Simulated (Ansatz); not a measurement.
With r²SCAN in the plane-wave PAW code Ansatz, AlPt in the rock salt structure (Fm-3m) relaxes to a = 5.096 Å. Pt has 6 nearest neighbours from 2.55 Å (octahedral); Al has 6 nearest neighbours from 2.55 Å (octahedral). Against the elements it lies at -0.62 eV/atom, with no fitted shifts.

Electronic character: metallic (no gap). Gap from r²SCAN with spin–orbit coupling: none (metallic).

The bulk modulus is 146 GPa. The relaxed-ion elastic constants in GPa are C11 = 278, C12 = 81.2, C44 = 4.5. Bader charges are Pt -2.01, Al +2.01 e.

The start of the workflow was typed in or built on a structure type; neither database checked (COD, Materials Project) lists it. Its standing as an ambient phase is unchecked. The cell was relaxed with r²SCAN under the symmetry of its start; its stability against distortions is not shown here. The run is not spin-polarised. As this level gives no gap, shear constants depend on the k-mesh and smearing (Fermi–Dirac, 0.1 eV here). The references are the lowest solids computed at this level, not always the standard phases. Scalar-relativistic: spin–orbit coupling is off unless named, which matters more the heavier the elements.

Potentials: the later of the program's two PAW sets.
